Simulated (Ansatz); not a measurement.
HfN (rock salt, Fm-3m) at seven volumes, plane-wave PAW PBE (Ansatz code), scaled uniformly. One row is withheld.

| V (Å³/atom) | P (GPa) |
|---|---|
| 10.700 | 30.36 |
| 11.053 | 18.59 |
| 11.405 | 8.56 |
| 11.758 | 0.00 |
| 12.111 | -7.30 |
| 12.464 | ? |
| 12.816 | -18.86 |

Problem. Fit the shown pressures and predict the withheld one.

Solution. P = (3/2)B₀(x^(7/2) − x^(5/2))[1 + (3/4)(B′ − 4)(x − 1)] with x = (V₀/V)^(2/3). Least squares on the six rows gives V₀ = 11.758 Å³/atom, B₀ = 263 GPa, B′ = 4.27. At V = 12.464, x = 0.9619 and P = -13.54 GPa. The run itself gave -13.54 GPa.

The cell was relaxed with PBE under the symmetry of its start. The run is not spin-polarised. Spin–orbit coupling is left out wherever it is not named.

Potentials: the earlier of the program's two PAW sets.
